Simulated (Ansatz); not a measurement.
# Pt (bcc): energy against volume

Method: DFT, LDA (PW92), plane waves (420 eV) with PAW, scalar-relativistic in Ansatz 0.2.0. The PAW files were generated under PBE, with cores re-solved for the functional.

The cell is scaled uniformly from the relaxed one, with fractional coordinates and shape fixed. Energies are extrapolated to zero smearing, pressures are those at the given smearing. Magnetic state: spin not included.

A Birch-Murnaghan fit gives V₀ = 14.93 Å³/atom, B₀ = 295 GPa, B₀′ = 5.3.

Task: What are the energy above the minimum and the pressure at 13.146 Å³/atom?

Result: 255.2 meV/atom and 52.61 GPa as computed.

Task: What are the energy above the minimum and the pressure at 16.133 Å³/atom?

Result: 76.3 meV/atom and -18.40 GPa as computed.

Task: What are the energy above the minimum and the pressure at 16.731 Å³/atom?

Result: 158.0 meV/atom and -24.57 GPa as computed.
